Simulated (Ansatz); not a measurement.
Here is the system:

TiTe₂:
```
TiTe2
1.0
    3.79289     0.00000     0.00000
   -1.89645     3.28474     0.00000
    0.00000     0.00000     6.64684
Ti Te
1 2
Direct
  0.00000   0.00000   0.00000
  0.33333   0.66667   0.25449
  0.66667   0.33333   0.74551
```

This is the r²SCAN+D4-relaxed structure.

Problem. All from plane-wave PAW r²SCAN+D4 (Ansatz code), unless another level is named. Give the electronic character.

Solution. metallic (no gap).

Problem. And the density of states at the Fermi level?

Solution. 0.39 states/eV per atom (mean over ±0.08 eV).

Problem. What about the formation energy from the elements (no fitted shifts)?

Solution. -0.83 eV/atom.

Problem. And the gap with spin–orbit coupling?

Solution. none (metallic).

Space group P-3m1 (CdI2 type). Symmetry was held in the r²SCAN+D4 relaxation. No spin polarisation was allowed. The references are the lowest solids computed at this level, not always the standard phases. Scalar-relativistic: spin–orbit coupling is off unless named, which matters more the heavier the elements.

Potentials: the later of the program's two PAW sets.
